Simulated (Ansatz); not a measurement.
Fermi surface of Zn (P6_3/mmc)

```
Zn
1.0
     2.63710    0.00000    0.00000
    -1.31855    2.28380    0.00000
     0.00000    0.00000    4.66083
Zn
2
Direct
  0.33333 0.66667 0.25000
  0.66667 0.33333 0.75000
```

Computed, not measured; unless marked otherwise by PBEsol, all-electron LAPW in Ansatz 0.2.0, scalar-relativistic. k mesh 14×14×8, fine mesh 24×24×12, Fermi-Dirac smearing of 0.100 eV, basis error target 1 meV/atom. The cell was relaxed by PAW under this functional, which moved its volume by -8 % from the database entry's.

Levels and slopes are solved on a 24×24×12 mesh, and each state is taken as quadratic over its cell.

Task: What is the density of states at the Fermi level, and which bare Sommerfeld coefficient follows?

Result: N(E_F) = 0.201 states/eV/atom (both spins), so γ = (π²/3) k_B² N(E_F) = 0.474 mJ/(mol-atom K²) without electron-phonon or spin-fluctuation enhancement.

Task: What Drude plasma energy and σ/τ do the band velocities give?

Result: (ħω_p,α)² = (e²/ε₀VN_k) Σ_nkσ (∂E/∂k_α)² δ(E − E_F) gives ħω_p = (7.95, 7.95, 10.21) eV along x, y, z, and σ/τ = ε₀ω_p² = 12.9×10²⁰ Ω⁻¹m⁻¹s⁻¹ along x. Weighted by the density of states, the mean Fermi speed is 1.34×10⁶ m/s; the surface has an area of 15.7 Å⁻² for each spin direction.

Task: Which bands cross the Fermi level, and what do they carry?

Result: 

```csv
band,filled part,N (states/eV/cell),speed (10⁶ m/s),5th to 95th percentile,area (Å⁻²),filling
1,1.00,0.0133,1.06,0.36 to 1.56,0.409,nearly full
2,0.92,0.245,1.32,0.72 to 1.95,9.44,nearly full
3,0.08,0.134,1.46,0.29 to 2.09,5.67,nearly empty
```

Task: Map the plane k₃ = 0 of the mesh: how many bands lie under the Fermi level at each point, counted from the least on the plane?

Result: k₁ runs to the right and k₂ upwards, each from −½ to ½ with 0 in the middle (the axes needn't be at right angles):
```
111100000011111110000111
111000000000111111101111
110001111110001111111111
000012222222100000112110
000122222222221000001100
000122222222222100001110
000122222222222210000110
000122222222222221000111
100122222222222222100111
110122222222222222210111
110022222222222222220011
111012222222222222221011
111002222222222222222001
111101222222222222222101
111100122222222222222100
011100012222222222222100
001100001222222222222100
001110000122222222222100
000110000012222222222100
001121100000122222221000
111111111110001111110001
111110111111100000000011
111100001111111000000111
111100000111111100000111
```

Task: On PAW files the program sums the optical response inside the mesh cells, interband lines and its own Drude term. Where does ε₁ rise through zero (a sharp plasmon if ε₂ is small there), and how much light is reflected?

Result: 

| Item | Value |
| --- | --- |
| Fine mesh | 24, 24, 12 |
| Window top | 25 eV |
| Line width | 0.25 eV |
| Drude damping | 0.03 eV |
| ε₁ rises through zero at x | 1.06, 12.84 eV |
| ε₂ there x | 15.54, 0.68 |
| ε₁ rises through zero at z | 12.57 eV |
| ε₂ there z | 0.74 |
| Plasma energy (x, y, z) | 8.263, 8.263, 10.89 eV |
| Reflectivity at 1 eV, x-polarised | 0.7648 |
| Reflectivity at 2 eV, x-polarised | 0.774 |
| Reflectivity at 3 eV, x-polarised | 0.865 |

The plasma energy here is the program's own sum at the run's smearing; it differs from the value above by up to 7 %, through mesh and smearing.

Task: What does PAW give for the same cell?

Result: N(E_F) = 0.201 states/eV/atom and ħω_p,x = 7.95 eV.

Known limits: filled d bands lie too high at this level, so their transitions start too early; these sums move with the mesh, by several per cent and more for small sheets; a band that ends within the broadening of the Fermi level adds to the totals but is left out of the table; frozen-core PAW files fitted under PBE, their cores solved anew for the functional of the run.
